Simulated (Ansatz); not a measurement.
Input:

CuI:
```
CuI
1.0
    4.14555     0.00000     0.00000
    0.00000     8.29110     0.00000
   -4.14558     0.00000     5.86014
Cu I
4 4
Direct
  0.73145   0.62505   0.26818
  0.73145   0.37495   0.76818
  0.73211   0.12500   0.26827
  0.73211   0.87500   0.76827
  0.98162   0.62498   0.01823
  0.98162   0.37502   0.51823
  0.98194   0.12499   0.01824
  0.98194   0.87501   0.51824
```

This is the LDA-relaxed structure.

Question: All from LDA (plane waves, PAW; program Ansatz), unless another level is named. Give the formation energy from the elements (no fitted shifts).

Answer: -0.11 eV/atom.

Question: And the electron effective mass?

Answer: 0.14 mₑ (isotropic).

Question: What about the band gap?

Answer: 1.22 eV (direct).

Question: Give the valence-band maximum.

Answer: at Γ.

Space group F-43m (zinc blende). The LDA relaxation kept the symmetry of its start. No spin polarisation was allowed. Point labels and valley counts follow the cell and symmetry of the run, lower than the named group. The references are the lowest solids computed at this level, not always the standard phases. Scalar-relativistic: spin–orbit coupling is off unless named, which matters more the heavier the elements.

Potentials: the later of the program's two PAW sets.
